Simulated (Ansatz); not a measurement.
ZrRh (space group Pnma)

```
CELL_PARAMETERS angstrom
      6.05513     0.00000     0.00000
      0.00000     4.43946     0.00000
      0.00000     0.00000     5.25186
ATOMIC_POSITIONS crystal
  Zr 0.82494 0.75000 0.85909
  Zr 0.17506 0.25000 0.14091
  Zr 0.67506 0.25000 0.35909
  Zr 0.32494 0.75000 0.64091
  Rh 0.45309 0.75000 0.16832
  Rh 0.54691 0.25000 0.83168
  Rh 0.04691 0.25000 0.66832
  Rh 0.95309 0.75000 0.33168
```

The slice is a (1 0 -1) plane (indices of the conventional cell) through the point (0.175, 0.250, 0.141) (fractional), spanned by u = [010] and v = [101] in vectors of this cell: u (4.44 Å) and v (8.02 Å, at 90° to u). It covers one period; positions are fractions (u, v).

Calculation: PBEsol (plane waves to 420 eV, PAW, scalar-relativistic; Ansatz, a program for electronic structure). k mesh 8×11×9. Near the nuclei the fields are pseudised (PAW); where an atom keeps semicore shells as valence, they peak there. ZrRh is run without spin polarisation. ZrRh was relaxed with its symmetry unable to fall.

### Question
Sketch the electrostatic potential energy of an electron, from the cell's mean on this plane as a map.

### Answer
```
|xxxxxx228899998822xxxx|
|xxxx0055889999885500xx|
|0011557766555566775511|
|6677775500000000557777|
|77886600xxxxxxxx006688|
|88885500xxxxxxxx005588|
|88885500xxxxxxxx005588|
|88887700xxxxxxxx007788|
|6677776600000000667777|
|3344778877555577887744|
|0011558888888888885511|
|0000447788777788774400|
|0000446666555566664400|
|2233667755333355776633|
|6666887744111144778866|
|6677887733000033778877|
|0011556633000033665511|
|xxxx0055553333555500xx|
|xxxxxx227788887722xxxx|
|xxxxxx007799997700xxxx|
```
Scale: ten equal steps from 5.00 (start of '0') to 13.69 (end of '9'), in the order '0123456789'. Values: electrostatic potential energy of an electron, from the cell's mean, in eV. The map has 11 points along u (two characters each, u = 0 at the left) and 20 along v (v = 0 in the bottom row). Points within 1 Å of a nucleus are blanked (x), as the pseudised field means little there. Values under 5 eV are set to 5. The zero, the cell's mean, hangs on the PAW cores.
